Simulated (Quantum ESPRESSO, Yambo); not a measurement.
# RhAgO$_{2}$ under isotropic strain

```xyz
4
Lattice="1.5270 0.8816 6.1911 -1.5270 0.8816 6.1911 0.0000 -1.7632 6.1911" Properties=species:S:1:pos:R:3 pbc="T T T"
O      0.0000     0.0000    16.4783
O      0.0000     0.0000     2.0950
Rh     0.0000     0.0000     9.2866
Ag     0.0000     0.0000     0.0000
```

RhAgO₂ (space group R-3m, No. 166) under isotropic strain (on all lattice vectors), counted from the cell relaxed with PBEsol, atoms relaxed at each step. PBEsol (Quantum ESPRESSO, PseudoDojo norm-conserving, 88 Ry, without SOC); G0W0 and BSE in Yambo (4×4×4 Γ-centred k mesh, bands 9 to 112 and a 8 Ry block in the screening, 112 bands in G with the Bruneval-Gonze terminator, plasmon pole fitted at 27.2 eV; BSE 8×8×8 mesh, 5 valence and 3 conduction bands, static screening with 42 bands and a 4 Ry block, scissor from each state's G0W0).

```tsv
strain (%)	pressure (GPa)	PBEsol gap (eV)	kind	G0W0 direct gap (eV)	lowest vertical BSE state (eV)	RPA ε∞ along x
-3	19.7	0.58	near tie	1.70 at (0.25, -0.5, -0.5)	not resolved	–
-1.5	8.6	0.50	near tie	1.50 at (0.25, -0.5, -0.5)	not resolved	–
-0.7	3.7	0.46	near tie	1.40 at (0.25, -0.5, -0.5)	not resolved	–
0	0.0	0.43	near tie	1.31 at (0.25, -0.5, -0.5)	not resolved	–
+1	-4.7	0.39	near tie	1.19 at (0.25, -0.5, -0.5)	not resolved	–
+2	-8.6	0.30	indirect	1.07 at (0.25, -0.5, -0.5)	not resolved	–
```

Between -0.7 % and +1 % the direct gap at (0.25, -0.5, -0.5) has a volume deformation potential dE/dlnV of -2.5 eV in PBEsol; the block changes size in that range, so no G0W0 slope is given.

GW, BSE and RPA settings are held fixed; their convergence isn't established. «Near tie»: competing band extrema lie within 0.03 eV. Strains are linear. The screening block changes size along the series (137 vectors at -3 %, 137 vectors at -1.5 %, 143 vectors at -0.7 %, 149 vectors at +0 %, 149 vectors at +1 %, 149 vectors at +2 %), which puts steps into the G0W0 values. Spin-orbit splittings are left out. Axes are Cartesian, with cell vectors (Å) (1.53, 0.88, 6.19), (-1.53, 0.88, 6.19), (0.00, -1.76, 6.19).

The structure is a Materials Project entry; no match was found in the copy of COD used, and its stability was not checked.
